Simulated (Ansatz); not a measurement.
A generator proposed this cell of ZrB.

```xyz
2
Lattice="2.4884 0.0000 0.0000 -1.2442 2.1550 0.0000 0.0000 0.0000 4.6961" Properties=species:S:1:pos:R:3 pbc="T T T"
Zr    0.0000    0.0000    0.0000
B     0.0000    0.0000    2.3481
```

Level of theory: Ansatz 0.2.0, DFT PBE, scalar-relativistic, plane waves, PAW. Settings: cutoff 420 eV, Γ-centred mesh 6×6×4 on the computed 2-atom cell, Gaussian smearing of 0.10 eV; no spin polarisation.

Energies over the elements count from the elements' standard structures at the same level, with no fitted energy shifts.

Problem. What does a single point on this coarse mesh give?

Solution. The pressure is 44.6 GPa (the mean over three directions, positive in compression), the largest force is 0.00 eV/Å (symmetry fixes the atoms), and the energy is +2.29 eV/atom against the elements. The shortest distance is 2.35 Å.

Problem. How much does it gain on relaxing, and where does it end?

Solution. Relaxing gains about 0.72 eV/atom (the start's value is from the coarse mesh, so the gain is rough) in 13 ionic steps and ends at +1.58 eV/atom on the finer mesh. The symmetry stays P6/mmm (No. 191). The volume per atom grows by 45.2 %, from 12.6 to 18.3 Å³. The shortest distance goes from 2.35 Å (Zr–B) to 2.40 Å (Zr–B). The ratio c/a of the conventional cell changes by a factor of 0.86. Conventional cell: a = 2.965 Å, c = 4.802 Å. Around Zr lie 2 B at 2.40 Å and 6 Zr at 2.96 Å; B is surrounded by 2 Zr at 2.40 Å and 6 B at 2.96 Å.

The last run used a 24×24×12 mesh (in the run's order of axes) for its 2-atom cell and Gaussian smearing of 0.10 eV. The relaxation can't lower the symmetry of the start. Symmetry constrained the relaxation, so the result can be a saddle point.
